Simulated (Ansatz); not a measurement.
Ta2O5:
```
Ta2O5
1.0
    3.83932     0.00000     0.00000
    0.00000     3.85882     0.00000
   -1.91710     0.00000     6.50126
Ta O
2 5
Direct
  0.64616   0.00000   0.79225
  0.35384   0.00000   0.20775
  0.64990   0.50000   0.79913
  0.35010   0.50000   0.20087
  0.18523   0.00000   0.87028
  0.81477   0.00000   0.12972
  0.50000   0.00000   0.50000
```

Relaxed with PBEsol. Special points in fractions of this cell's reciprocal vectors: Γ (0.000, 0.000, 0.000); Z (0.000, 0.500, 0.000); D (0.000, 0.500, 0.500); B (0.000, 0.000, 0.500); A (-0.500, 0.000, 0.500); E (-0.500, 0.500, 0.500); C2 (-0.500, 0.500, 0.000); Y2 (-0.500, 0.000, 0.000).

**Question.** List the band energies nearest the valence-band maximum at these points for DFT-PBEsol in the program Ansatz with PAW potentials.

**Answer.** In eV from the valence-band maximum; about four levels below and three above (degenerate sets whole), none deeper than 8.9 eV; points with the same levels are listed once.

| k | below | above |
|---|---|---|
| Γ | -0.92 -0.81 -0.60 -0.59 | 2.21 2.64 2.82 |
| Z | -2.39 -1.83 -1.67 -0.29 | 4.31 5.51 5.72 |
| D | -2.26 -1.82 -1.35 -0.30 | 4.15 5.49 5.53 |
| B | -0.91 -0.88 -0.78 -0.76 | 2.17 2.68 2.77 |
| A | -1.16 -1.12 -0.94 -0.75 | 2.54 3.17 4.01 |
| E | -1.97 -0.64 -0.11 0.00 | 3.25 5.06 5.63 |

Space group Cmmm. The first step of the workflow began from a Materials Project structure, measured or hypothetical; the Crystallography Open Database copy checked does not list it. COD files the formula under space group No. 49, so this cell is another polymorph or a model. Whether it is the stable phase at ambient conditions was not checked. The cell was relaxed with PBEsol under the symmetry of its start; phonons on a q-mesh show weakly imaginary modes. The run is not spin-polarised. Point labels and valley counts follow the cell and symmetry of the run, lower than the named group. Spin–orbit coupling is left out wherever it is not named.

Potentials: the earlier of the program's two PAW sets.
